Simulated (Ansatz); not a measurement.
Values for one crystal, relaxed and computed with plane-wave PAW r²SCAN (Ansatz code); other levels are named.

- Volume per atom = 17.04 Å³
- Band gap = 1.35 eV (indirect)
- Bulk modulus (Birch–Murnaghan fit) = 38.4 GPa
- Conduction-band minimum = on the Γ–X line, 96 % of the way from Γ (k = 0.479, 0.000, 0.000 in fractions of the reciprocal vectors) (2 equivalent valleys)
- Valence-band maximum = at Z (k = 0.000, 0.000, 0.500 in fractions of the reciprocal vectors)
- Formation energy from the elements (no fitted shifts) = -1.11 eV/atom
- Hole effective mass = 0.42, 0.49, 0.89 mₑ (principal values)

Q: Which of these materials gives this?
A) CoLi2Nb4O12, P1 (Pearson symbol aP19)
B) Pb3O4, Pbam (Pb on 4g, Pb on 2d, O on 4g, O on 4h)
C) PbF4, I4/mmm (Pb on 2a, F on 4e, F on 4c)
D) Ta2O5, I4/mmm (Ta on 4e, O on 2a, O on 8f)

A: B, Pb3O4, Pbam (Pb on 4g, Pb on 2d, O on 4g, O on 4h)

The workflow started from a Materials Project entry (that database holds measured and hypothetical structures alike); the Crystallography Open Database files this formula in space group No. 55, but the cells were not matched. Whether it is the stable phase at ambient conditions was not checked. Symmetry was held in the r²SCAN relaxation; its stability against distortions is not shown here. The references are the lowest solids computed at this level, not always the standard phases (solids in place of the gases). Spin–orbit coupling is left out wherever it is not named.

Potentials: the later of the program's two PAW sets.
